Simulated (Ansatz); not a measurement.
Ga2O3 in space group C2/m (No. 12; Pearson symbol mS20), DFT-r²SCAN in the program Ansatz with PAW potentials. The conduction-band minimum lies at Γ, with 1 equivalent valley. Second derivatives d²E/dk² of the lowest band at one valley (eV·Å²), along Cartesian directions:

```csv
direction,d²E/dk²
[100],29.33
[010],28.82
[001],30.36
[110],29.08
[101],29.58
[011],29.60
```

Find the principal effective masses, the density-of-states mass and the conductivity mass.

Off-diagonal terms follow from H_xy = H[110] − (H_xx + H_yy)/2, and m*/mₑ = 7.620 eV·Å² over each eigenvalue: 0.25, 0.26, 0.26. One valley's DOS mass (m₁m₂m₃)^(1/3) = 0.26, conductivity mass 3/(Σ 1/mᵢ) = 0.26 mₑ.

What effective density of states Nc follows at 300 K for parabolic valleys?

Nc = 2.509e19 × 1 × (0.26)^(3/2) ≈ 3.3e18 cm⁻³.

The r²SCAN relaxation kept the symmetry of its start. Spin–orbit coupling is left out wherever it is not named.

Potentials: the later of the program's two PAW sets.

Edges and masses are those of Kohn–Sham bands, whose gap is no quasiparticle gap.
